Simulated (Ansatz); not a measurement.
# NiO: is the k mesh converged?

NiO in an antiferromagnetic state, in a typed cell, not relaxed.

```
CELL_PARAMETERS angstrom
4.17000 2.08500 2.08500
2.08500 4.17000 2.08500
2.08500 2.08500 4.17000
ATOMIC_POSITIONS crystal
Ni 0.00000 0.00000 0.00000
Ni 0.50000 0.50000 0.50000
O 0.25000 0.25000 0.25000
O 0.75000 0.75000 0.75000
```

Computed with Ansatz (plane-wave DFT, scalar-relativistic): PBE; Ansatz hand-made PAW at 930 eV; k mesh 6×6×6; fixed occupations; collinear spin from start moments 2.0, -2.0, 0.0, 0.0 μB (atoms as listed). Harmonic phonons by finite displacements, frequencies in cm⁻¹, imaginary ones marked i; at Γ the three translations are left out and no LO–TO term is added.

Caveats: coarse k mesh.

At 9.06 Å³ an atom it gives top Γ mode (cm⁻¹) 436; lowest Γ mode (cm⁻¹) 187.

**Question.** Repeat on 8×8×8, 12×12×12. Do the numbers hold?

**Answer.** 
```tsv
k mesh	cutoff (eV)	volume (Å³/atom)	top Γ mode (cm⁻¹)	lowest Γ mode (cm⁻¹)
8×8×8	930	9.06	436	187
12×12×12	930	9.06	436	187
```

Yes: these numbers hold within 1 %, and no mode moves by more than 2 cm⁻¹.
